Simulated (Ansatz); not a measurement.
Consider the following.

TiO2:
```cif
data_O16Ti8
_chemical_formula_sum 'Ti8 O16'
_space_group_name_H-M_alt 'P 1'
_space_group_IT_number 1
_cell_length_a 5.11953
_cell_length_b 9.16718
_cell_length_c 5.43913
_cell_angle_alpha 90.000
_cell_angle_beta 90.000
_cell_angle_gamma 90.000
loop_
_space_group_symop_operation_xyz
  'x, y, z'
loop_
_atom_site_label
_atom_site_type_symbol
_atom_site_fract_x
_atom_site_fract_y
_atom_site_fract_z
_atom_site_occupancy
Ti1 Ti 0.13807 0.12890 0.90463 1
Ti2 Ti 0.63807 0.37110 0.09537 1
Ti3 Ti 0.86193 0.62890 0.59537 1
Ti4 Ti 0.36193 0.87110 0.40463 1
Ti5 Ti 0.86193 0.87110 0.09537 1
Ti6 Ti 0.36193 0.62890 0.90463 1
Ti7 Ti 0.13807 0.37110 0.40463 1
Ti8 Ti 0.63807 0.12890 0.59537 1
O1 O 0.81577 0.01029 0.85155 1
O2 O 0.31577 0.48971 0.14845 1
O3 O 0.18423 0.51029 0.64845 1
O4 O 0.68423 0.98971 0.35155 1
O5 O 0.18423 0.98971 0.14845 1
O6 O 0.68423 0.51029 0.85155 1
O7 O 0.81577 0.48971 0.35155 1
O8 O 0.31577 0.01029 0.64845 1
O9 O 0.46465 0.22999 0.89084 1
O10 O 0.96465 0.27001 0.10916 1
O11 O 0.53535 0.72999 0.60916 1
O12 O 0.03535 0.77001 0.39084 1
O13 O 0.53535 0.77001 0.10916 1
O14 O 0.03535 0.72999 0.89084 1
O15 O 0.46465 0.27001 0.39084 1
O16 O 0.96465 0.22999 0.60916 1
```

This is the PBEsol-relaxed structure.

Q: All from DFT-PBEsol in the program Ansatz with PAW potentials, unless another level is named. Predict the Young's modulus.

A: 226 GPa.

Q: And the highest zone-centre frequency (without LO–TO term)?

A: 844 cm⁻¹.

Space group Pbca. Symmetry was held in the PBEsol relaxation. The run is not spin-polarised.

Potentials: the later of the program's two PAW sets.
